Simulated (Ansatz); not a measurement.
# Property card for CaH

These are results of Ansatz 0.2.0, DFT PBE, scalar-relativistic, plane waves, PAW, not measurements.

Cutoff 420 eV; k points 16×16×14 on the computed 2-atom cell (Γ-centred); Gaussian smearing, width 0.10 eV; no spin polarisation.

The structure is relaxed at this level of theory with its symmetry kept, and needn't be the ground state of this composition.

```
CELL_PARAMETERS angstrom
3.30373 0.00000 0.00000
0.00000 3.30373 0.00000
0.00000 0.00000 4.01843
ATOMIC_POSITIONS crystal
Ca 0.00000 0.00000 0.00000
H 0.50000 0.50000 0.00000
```

Task: Formation energy from the elements' standard states (uncorrected)?

Result: -0.038 eV/atom.

Task: Kohn–Sham band gap?

Result: none (metal).

Task: Density of states at the Fermi level?

Result: 2.5 states/eV per cell.

Task: Bader charge by site (e)?

Result: Ca (1 in the cell) 0.94, H (1 in the cell) -0.94.

The cell was found from a structure generator's guess, not taken from experiment.
